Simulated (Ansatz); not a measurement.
Relaxed-ion elastic tensor of CrN in space group R-3m (No. 166; Cr on 3a, N on 3b) in GPa (Voigt order), r²SCAN in the plane-wave PAW code Ansatz; density 6.15 g/cm³, 8.92 Å³ per atom.

|  | 1 | 2 | 3 | 4 | 5 | 6 |
|---|---|---|---|---|---|---|
| 1 | 565 | 158 | 152 | 37.7 | 0.0 | 0.0 |
| 2 | 158 | 565 | 152 | -37.7 | 0.0 | 0.0 |
| 3 | 152 | 152 | 420 | 0.0 | 0.0 | 0.0 |
| 4 | 37.7 | -37.7 | 0.0 | 218 | 0.0 | 0.0 |
| 5 | 0.0 | 0.0 | 0.0 | 0.0 | 218 | 37.7 |
| 6 | 0.0 | 0.0 | 0.0 | 0.0 | 37.7 | 203 |

Task: Is the crystal mechanically stable?

Result: Yes: the smallest eigenvalue of C is 172 GPa.

Task: Work out the Voigt, Reuss and Hill averages.

Result: K_V = 275, K_R = 270, K_H = 272; G_V = 200, G_R = 192, G_H = 196 GPa.

Task: Give Young's modulus, Poisson's ratio, Pugh's ratio and the universal anisotropy index.

Result: E = 9KG/(3K + G) = 474 GPa; ν = 0.21; K/G = 1.39 (brittle by the Pugh limit of 1.75); A_U = 5G_V/G_R + K_V/K_R − 6 = 0.24.

Task: Estimate the sound speeds and the Debye temperature.

Result: v_l = √((K + 4G/3)/ρ) = 9320 m/s, v_t = √(G/ρ) = 5650 m/s, mean 6240 m/s; Θ = (h/k)(3n/4πV)^(1/3) v_m = 896 K.

A made-up cell: these elements were put on the sites of a structure type; the Crystallography Open Database copy checked does not list it. COD files the formula under space group No. 225, so this cell is another polymorph or a model. Whether it is the stable phase at ambient conditions was not checked. Symmetry was held in the r²SCAN relaxation, as lowered by the spin order; its stability against distortions is not shown here. Magnetic state: antiferromagnetic, chosen from 3 collinear starts compared on coarse meshes (ties went to the first, and starts can fall back to one state), not a proven ground state. Other orbital occupations within this spin state were not tried. No Hubbard U is applied.

Potentials: the later of the program's two PAW sets.
